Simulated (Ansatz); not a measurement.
Space group P6_3mc (No. 186). a = 3.095 Å, b = 3.095 Å, c = 15.186 Å, α = 90.00°, β = 90.00°, γ = 120.00°
```json
{"atom": "Si", "site": "2b", "symmetry": "3m.", "x": "0.3333", "y": "0.6667", "z": "0.3577"}
{"atom": "Si", "site": "2a", "symmetry": "3m.", "x": "0.0000", "y": "0.0000", "z": "0.0245"}
{"atom": "Si", "site": "2b", "symmetry": "3m.", "x": "0.6667", "y": "0.3333", "z": "0.1912"}
{"atom": "C", "site": "2a", "symmetry": "3m.", "x": "0.0000", "y": "0.0000", "z": "0.1498"}
{"atom": "C", "site": "2b", "symmetry": "3m.", "x": "0.3333", "y": "0.6667", "z": "0.4827"}
{"atom": "C", "site": "2b", "symmetry": "3m.", "x": "0.6667", "y": "0.3333", "z": "0.3162"}
```

Equation of state of this SiC structure (not necessarily the ground state), with shape and atoms relaxed at each volume where symmetry leaves them free. All numbers below come from Ansatz 0.2.0, DFT PBE, scalar-relativistic, plane waves, PAW.

Plane waves to 420 eV, a k mesh through Γ of 12×12×2 on the computed 12-atom cell and Gaussian smearing (0.02 eV); no spin polarisation.

| V (Å³/atom) | E − E(largest V) (meV/atom) | P (GPa) | gap on mesh (eV) |
| --- | --- | --- | --- |
| 9.238 | 64.46 | 34.92 | 1.99 |
| 9.553 | 6.66 | 24.17 | 2.00 |
| 9.868 | -31.52 | 14.90 | 2.02 |
| 10.183 | -52.77 | 6.91 | 2.02 |
| 10.497 | -59.41 | 0.02 | 2.03 |
| 10.812 | -53.48 | -5.92 | 2.04 |
| 11.127 | -36.70 | -11.04 | 2.04 |
| 11.547 | 0.00 | -16.77 | 2.05 |

Task: Fit a third-order Birch–Murnaghan equation to E(V).

Result: V0 = 10.50 Å³/atom, B0 = 213 GPa, B0' = 3.9.

Cost: 8 runs of about 15 core-minutes in all, on AMD EPYC (Zen 3) (shared hosts).